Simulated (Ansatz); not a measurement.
Values for one crystal, relaxed and computed with r²SCAN (plane waves, PAW; program Ansatz); other levels are named.

- Volume per atom = 36.45 Å³
- Band gap = 0.55 eV (indirect)
- Valence-band maximum = on the L–H line, 77 % of the way from L
- Smallest direct gap on the standard path = 0.60 eV
- Conduction-band minimum = at H (2 equivalent valleys)

Problem. Pick the material that matches.
A) C, diamond
B) Ge, diamond
C) Te, trigonal Se type
D) Br, molecular I2 type

Solution. C, Te, trigonal Se type

Space group P3_121 (trigonal Se type). The cell was relaxed with r²SCAN under the symmetry of its start. A crystal of weakly bound chains computed without a dispersion correction: the cell and the soft elastic constants depend strongly on that. Scalar-relativistic: spin–orbit coupling is off unless named, which matters more the heavier the elements.

Potentials: the later of the program's two PAW sets.
